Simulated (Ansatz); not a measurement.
Mg3SnO:
```cif
data_Mg3OSn
_chemical_formula_sum 'Sn1 O1 Mg3'
_space_group_name_H-M_alt 'Pm-3m'
_space_group_IT_number 221
_space_group_name_Hall '-P 4 2 3'
_cell_length_a 4.34816
_cell_length_b 4.34816
_cell_length_c 4.34816
_cell_angle_alpha 90.000
_cell_angle_beta 90.000
_cell_angle_gamma 90.000
loop_
_atom_site_label
_atom_site_type_symbol
_atom_site_symmetry_multiplicity
_atom_site_Wyckoff_symbol
_atom_site_fract_x
_atom_site_fract_y
_atom_site_fract_z
_atom_site_occupancy
Sn1 Sn 1 a 0.00000 0.00000 0.00000 1
O1 O 1 b 0.50000 0.50000 0.50000 1
Mg1 Mg 3 c 0.00000 0.50000 0.50000 1
```

Relaxed with DFT-PBEsol in the program Ansatz with PAW potentials. Indices refer to the conventional cell of Pm-3m, a = 4.348 Å, b = 4.348 Å, c = 4.348 Å, α = 90.00°, β = 90.00°, γ = 90.00°.

Problem. Simulate the powder diffraction pattern (Mo Kα, λ = 0.71073 Å; lines above 1 %) up to 2θ = 45°.

Solution. Simulated powder pattern, Mo Kα, λ = 0.71073 Å (kinematic, ideal powder, no thermal factors, no anomalous dispersion; the 30 strongest lines at most, above 1 %, up to 2θ = 45°):

| 2θ (°) | d (Å) | I/Imax (%) | hkl |
|---|---|---|---|
| 9.38 | 4.348 | 49 | (100) |
| 13.27 | 3.075 | 96 | (110) |
| 16.28 | 2.510 | 100 | (111) |
| 18.82 | 2.174 | 71 | (200) |
| 21.06 | 1.945 | 28 | (210) |
| 23.10 | 1.775 | 41 | (211) |
| 26.73 | 1.537 | 50 | (220) |
| 28.39 | 1.449 | 16 | (221)+(300) |
| 29.96 | 1.375 | 18 | (310) |
| 31.45 | 1.311 | 45 | (311) |
| 32.89 | 1.255 | 17 | (222) |
| 34.28 | 1.206 | 7.1 | (320) |
| 35.61 | 1.162 | 21 | (321) |
| 38.16 | 1.087 | 7.2 | (400) |
| 39.38 | 1.055 | 9.2 | (410)+(322) |
| 40.58 | 1.025 | 9.9 | (411)+(330) |
| 41.74 | 0.998 | 16 | (331) |
| 42.88 | 0.972 | 19 | (420) |
| 43.99 | 0.949 | 6.5 | (421) |

The start of the workflow was typed in or built on a structure type; neither database checked (COD, Materials Project) lists it. Whether it is the stable phase at ambient conditions was not checked. The PBEsol relaxation kept the symmetry of its start; of distortions, only those at the zone centre were tested. Spin–orbit coupling is left out wherever it is not named.

Potentials: the earlier of the program's two PAW sets.
